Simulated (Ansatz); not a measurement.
Values for one crystal, relaxed and computed with plane-wave PAW LDA (Ansatz code); other levels are named.

```yaml
volume_per_atom: 19.19 Å³
electronic_character: metallic (no gap)
Density of states at the Fermi level: 1.3 states/eV per atom (mean over ±0.08 eV)
Formation energy from the elements (no fitted shifts): -0.67 eV/atom
highest_zone_centre_frequency: 6.35 THz
zone_centre_stability: no imaginary mode at Γ
```

Task: Pick the material that matches.
A. Zr2Ir, I4/mcm (Zr on 8h, Ir on 4a)
B. ZrOs, CsCl type
C. HfIr3, Cu3Au type
D. ZrRh3, Cu3Au type

Result: A, Zr2Ir, I4/mcm (Zr on 8h, Ir on 4a)

The first step of the workflow began from a Materials Project structure, measured or hypothetical; the Crystallography Open Database copy checked does not list it. Its standing as an ambient phase is unchecked. Symmetry was held in the LDA relaxation. The run is not spin-polarised. As this level gives no gap, phonon frequencies hold no LO–TO term and depend on the k-mesh and smearing (Fermi–Dirac, 0.1 eV here). The references are the lowest solids computed at this level, not always the standard phases. Scalar-relativistic: spin–orbit coupling is off unless named, which matters more the heavier the elements.

Potentials: the later of the program's two PAW sets.
